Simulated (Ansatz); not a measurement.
NbSi2:
Space group P6₄22 (No. 181); a = 4.796 Å, b = 4.796 Å, c = 6.578 Å, α = 90.00°, β = 90.00°, γ = 120.00°

| atom | site | symmetry | x | y | z |
|---|---|---|---|---|---|
| Nb | 3c | 222 | 0.5000 | 0.0000 | 0.0000 |
| Si | 6i | ..2 | 0.1583 | 0.3166 | 0.0000 |

Relaxed at zero pressure with the program Ansatz at the r²SCAN level (PAW).

Question: The volume is raised by 9 % and shape and atoms relax at that volume. What pressure results, and how do the axes share the change?

Answer: -13.0 GPa; a 3.3 %, b 3.3 %, c 2.2 %; the energy rises by 57 meV/atom.

Question: Give the new structure.

Answer: 
Space group P6₄22 (No. 181); a = 4.9539 Å, b = 4.9539 Å, c = 6.7205 Å, α = 90.00°, β = 90.00°, γ = 120.00°

| atom | site | symmetry | x | y | z |
|---|---|---|---|---|---|
| Nb | 3c | 222 | 0.5000 | 0.0000 | 0.0000 |
| Si | 6i | ..2 | 0.1578 | 0.3156 | 0.0000 |

The phase is kept; no other phase was compared at this pressure.

Space group P6_422. The workflow started from a Materials Project entry (that database holds measured and hypothetical structures alike); the Crystallography Open Database files this formula in space group No. 181, but the cells were not matched. Its standing as an ambient phase is unchecked. The cell was relaxed with r²SCAN under the symmetry of its start; its stability against distortions is not shown here. No spin polarisation was allowed.

Potentials: the later of the program's two PAW sets.
